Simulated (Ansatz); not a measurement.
Sb:
```
Sb
1.0
   -3.98935     3.98935     3.98935
    3.98935    -3.98935     3.98935
    3.98935     3.98935    -3.98935
Sb
4
Direct
  0.00000   0.25000   0.50000
  0.25000   0.50000   0.00000
  0.50000   0.00000   0.25000
  0.25000   0.25000   0.25000
```

This is the PBEsol-relaxed structure.

All from PBEsol in the plane-wave PAW code Ansatz, unless another level is named. Estimate the electronic character.

metallic (no gap).

What about the density of states at the Fermi level?

0.59 states/eV per atom (mean over ±0.08 eV).

And the gap with spin–orbit coupling?

none (metallic).

Space group I4_132. The start of the workflow was typed in or built on a structure type; neither database checked (COD, Materials Project) lists it. It is not the phase usual at ambient conditions (space group No. 166). The cell was relaxed with PBEsol under the symmetry of its start. At this level the phase is dynamically unstable (imaginary phonons). The volume moved by 64 % from the start of the relaxation. Spin–orbit coupling is left out wherever it is not named.

Potentials: the later of the program's two PAW sets.
